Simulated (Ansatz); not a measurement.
Input and command of a plane-wave DFT calculation in Ansatz:

```yaml
crystal:
  lattice:
    - [-8.4050723877, -8.4050723877, 0.0]
    - [0.0, -8.4050723877, 8.4050723877]
    - [-8.4050723877, 0.0, 8.4050723877]
  atoms:
    - { symbol: Ga, position: [0.6666666667, 0.0, 0.0] }
    - { symbol: Ga, position: [0.3333333333, 0.0, 0.0] }
    - { symbol: Ga, position: [0.0, 0.0, 0.0] }
    - { symbol: Ga, position: [0.6666666667, 0.3333333333, 0.0] }
    - { symbol: Ga, position: [0.3333333333, 0.3333333333, 0.0] }
    - { symbol: Ga, position: [0.0, 0.3333333333, 0.0] }
    - { symbol: Ga, position: [0.6666666667, 0.6666666667, 0.0] }
    - { symbol: Ga, position: [0.3333333333, 0.6666666667, 0.0] }
    - { symbol: Ga, position: [0.0, 0.6666666667, 0.0] }
    - { symbol: Ga, position: [0.6666666667, 0.0, 0.3333333333] }
    - { symbol: Ga, position: [0.3333333333, 0.0, 0.3333333333] }
    - { symbol: Ga, position: [0.0, 0.0, 0.3333333333] }
    - { symbol: Ga, position: [0.6666666667, 0.3333333333, 0.3333333333] }
    - { symbol: Ga, position: [0.3333333333, 0.3333333333, 0.3333333333] }
    - { symbol: Ga, position: [0.0, 0.3333333333, 0.3333333333] }
    - { symbol: Ga, position: [0.6666666667, 0.6666666667, 0.3333333333] }
    - { symbol: Ga, position: [0.3333333333, 0.6666666667, 0.3333333333] }
    - { symbol: Ga, position: [1.0, 0.6666666667, 0.3333333333] }
    - { symbol: Ga, position: [0.6666666667, 0.0, 0.6666666667] }
    - { symbol: Ga, position: [0.3333333333, 0.0, 0.6666666667] }
    - { symbol: Ga, position: [0.0, 0.0, 0.6666666667] }
    - { symbol: Ga, position: [0.6666666667, 0.3333333333, 0.6666666667] }
    - { symbol: Ga, position: [0.3333333333, 0.3333333333, 0.6666666667] }
    - { symbol: Ga, position: [1.0, 0.3333333333, 0.6666666667] }
    - { symbol: Ga, position: [0.6666666667, 0.6666666667, 0.6666666667] }
    - { symbol: Ga, position: [0.3333333333, 0.6666666667, 0.6666666667] }
    - { symbol: Ga, position: [0.0, 0.6666666667, 0.6666666667] }
    - { symbol: As, position: [0.9166666667, 0.25, 0.25] }
    - { symbol: As, position: [0.5833333333, 0.25, 0.25] }
    - { symbol: As, position: [0.25, 0.25, 0.25] }
    - { symbol: As, position: [0.9166666667, 0.5833333333, 0.25] }
    - { symbol: As, position: [0.5833333333, 0.5833333333, 0.25] }
    - { symbol: As, position: [0.25, 0.5833333333, 0.25] }
    - { symbol: As, position: [0.9166666667, 0.9166666667, 0.25] }
    - { symbol: As, position: [0.5833333333, 0.9166666667, 0.25] }
    - { symbol: As, position: [0.25, 0.9166666667, 0.25] }
    - { symbol: As, position: [0.9166666667, 0.25, 0.5833333333] }
    - { symbol: As, position: [0.5833333333, 0.25, 0.5833333333] }
    - { symbol: As, position: [0.25, 0.25, 0.5833333333] }
    - { symbol: As, position: [0.9166666667, 0.5833333333, 0.5833333333] }
    - { symbol: As, position: [0.5833333333, 0.5833333333, 0.5833333333] }
    - { symbol: As, position: [0.25, 0.5833333333, 0.5833333333] }
    - { symbol: As, position: [0.9166666667, 0.9166666667, 0.5833333333] }
    - { symbol: As, position: [0.5833333333, 0.9166666667, 0.5833333333] }
    - { symbol: As, position: [0.25, 0.9166666667, 0.5833333333] }
    - { symbol: As, position: [0.9166666667, 0.25, 0.9166666667] }
    - { symbol: As, position: [0.5833333333, 0.25, 0.9166666667] }
    - { symbol: As, position: [0.25, 0.25, 0.9166666667] }
    - { symbol: As, position: [0.9166666667, 0.5833333333, 0.9166666667] }
    - { symbol: As, position: [0.5833333333, 0.5833333333, 0.9166666667] }
    - { symbol: As, position: [0.25, 0.5833333333, 0.9166666667] }
    - { symbol: As, position: [0.9166666667, 0.9166666667, 0.9166666667] }
    - { symbol: As, position: [0.5833333333, 0.9166666667, 0.9166666667] }
    - { symbol: As, position: [0.25, 0.9166666667, 0.9166666667] }
basis:
  ecutwfc: 420
  xc_grid: 2
kpoints:
  mp_grid: { grid: [2, 2, 2], shift: [0.0, 0.0, 0.0] }
hamiltonian:
  xc: lda
scf:
  occupations: { method: gaussian, width: 0.02 }
output:
  forces: true
  stress: true
  eigenvalues: true
  write_density: true
  write_potential: true
  elf: true
  volumetric_format: npy
```

```bash
ansatz run input.yaml --threads 8 --pin off --max-ram 20480MiB --backend cpu --events-out ev --progress --plain --runs-dir out
```

Processor: Intel(R) Xeon(R) Platinum 8375C CPU @ 2.90GHz (Ice Lake), 8 threads, on a host shared with other jobs.

Problem. How long does it run, and how much memory does it take?

Solution. About 16 s on 8 threads of Intel(R) Xeon(R) Platinum 8375C CPU @ 2.90GHz (Ice Lake) (shared host), peak memory 6.7 GiB. It solves 454 bands at 3 k points (the mesh reduced by the symmetry that the task leaves, which can be less than the crystal's) with about 23289 plane waves, in 8 SCF iterations.
